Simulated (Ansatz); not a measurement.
According to r²SCAN in the plane-wave PAW code Ansatz, Si3N4 in the hexagonal phase (P6_3/m; Si on 6h, N on 2d, N on 6h) relaxes to a = 7.606 Å, c = 2.906 Å. Si has 4 nearest neighbours from 1.73 Å (tetrahedral); N on 2d has 3 nearest neighbours from 1.73 Å (trigonal planar); N on 6h has 3 nearest neighbours from 1.73 Å (trigonal planar). Against the elements it lies at -1.27 eV/atom, with no fitted shifts.

The Kohn–Sham gap is 4.99 eV (indirect). The valence maximum lies on the Γ–A line, 33 % of the way from Γ and the conduction minimum at Γ. The screened hybrid HSE06 puts the gap at 5.77 eV. The electron mass is 0.22, 1.4, 1.4 mₑ (principal values). The hole mass is 0.83, 0.83, 1.7 mₑ (principal values).

An equation-of-state fit gives a bulk modulus of 254 GPa. The relaxed-ion elastic constants in GPa are C11 = 438, C12 = 198, C13 = 114, C33 = 570, C44 = 109. The elastic constants imply a Debye temperature near 973 K. Perturbation theory gives ε∞ = 3.98 (xx = yy), 4.06 (zz). Letting the ions move raises it to ε0 = 7.71 (xx = yy), 7.72 (zz). Born charges are Si +3.37, N -2.55 to -2.52 e. The phonon dispersion is stable (no imaginary branch). Without the LO–TO term the highest mode at Γ lies at 1069 cm^-1. Bader charges are Si +3.21, N -2.41 to -2.40 e.

Symmetry was held in the r²SCAN relaxation. The references are the lowest solids computed at this level, not always the standard phases (solids in place of the gases).

Potentials: the earlier of the program's two PAW sets.
